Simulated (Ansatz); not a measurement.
**Surface calculation: zincblende GaP (110), 4 layers**

The slab is cut from the zincblende crystal, which needn't be the stable phase, as relaxed on PAW files (20.86 Å³/atom), with 16 Å of vacuum and a dipole correction:

```yaml
crystal:
  lattice:
    - [3.89332, 0.00000, 0.00000]
    - [0.00000, 5.50598, 0.00000]
    - [0.00000, 0.00000, 21.84000]
  atoms:
    - { symbol: Ga, position: [0.00000, 0.87500, 0.36630] }
    - { symbol: P, position: [0.50000, 0.62500, 0.36630] }
    - { symbol: Ga, position: [0.50000, 0.37500, 0.45543] }
    - { symbol: P, position: [0.00000, 0.12500, 0.45543] }
    - { symbol: Ga, position: [0.00000, 0.87500, 0.54457] }
    - { symbol: P, position: [0.50000, 0.62500, 0.54457] }
    - { symbol: Ga, position: [0.50000, 0.37500, 0.63370] }
    - { symbol: P, position: [0.00000, 0.12500, 0.63370] }
```

Level of theory: DFT with PBE, scalar-relativistic, in Ansatz 0.2.0; a Γ-centred 8×6×1 k mesh, Fermi–Dirac smearing of 0.02 eV, no spin polarisation. LAPW: all electrons, basis error target 1 meV/atom; PAW: frozen-core files, cutoff 420 eV.

The bulk energy comes from a cell in the slab's orientation on a 8×6×8 mesh. The surface energy is (E(slab) − N·E(bulk))/2A at zero smearing, the mean of both faces; thin slabs carry quantum-size effects.

As cut, the LAPW slab lies 3.242 eV above 8 atoms of bulk. What surface energy is that?

Over two faces of 21.44 Å² it is 75.6 meV/Å², and times 16.02 J/m² per eV/Å² that gives γ = 1.211 J/m².

What do relaxation and the other method give?



```tsv
method	γ as cut (J/m²)	γ relaxed (J/m²)
LAPW	1.211	0.738
PAW	1.213	0.739
```

How do the spacings between the planes relax (positions relaxed on PAW files)?

From the bottom face up: d12 -7.4 % of 1.947 Å, d23 +3.6 % of 1.947 Å, d34 -7.4 % of 1.947 Å. The outer plane rumples by 0.656 Å.

Where do the band edges lie?

On the k mesh: gap 1.38 eV, valence top 5.39 eV below the vacuum level.

What changes if the images along the normal are cut off in place of the dipole correction?

LAPW then gives: gap 1.38 eV, valence top 5.39 eV below the vacuum level; PAW: gap 1.38 eV, valence top 5.39 eV below the vacuum level.

A core hole in the 2p shell of Ga is made on one Ga atom of each kind in every 1×1 cell (PAW hole dataset, neutral cell, valence without spin). What does it cost by layer?

layer 1 1122.00 eV, layer 2 1122.14 eV. Shifts between layers mean more than the absolute values, and a whole layer of holes screens otherwise than one hole.
